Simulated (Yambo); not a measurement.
G0W0@PBEsol for LiNbO3 (space group R-3, No. 148) in Yambo. Reference settings: 2×2×2 Γ-centred k mesh, bands 5 to 182 and a 7 Ry block in the screening, 182 bands in G with the Bruneval-Gonze terminator, plasmon pole fitted at 27.2 eV. The PBEsol gap F → F on this mesh is 3.84 eV; G0W0 gaps are taken between the same points.

The settings were changed. The gap went from 5.67 eV to 5.59 eV, and the shift of the valence edge from -0.53 eV to -0.26 eV.

### Question
Which change was made?
A. 121 bands in G
B. pole fitted at 10 eV
C. no random integration
D. 78 bands in W, 78 bands in G

### Answer
C, no random integration. The others gave (gap, valence shift): pole fitted at 10 eV: 5.61, -0.42 eV; 78 bands in W, 78 bands in G: 5.84, -0.36 eV; 121 bands in G: 5.68, -0.52 eV.

Spin-orbit coupling is not included.

Geometry of the Materials Project entry, not relaxed at this level; primitive cell a = b = c = 5.7265 Å, α = β = γ = 54.96°.

This is not the ordinary phase of the substance.

A shift is the quasiparticle energy of the state minus its PBEsol energy.
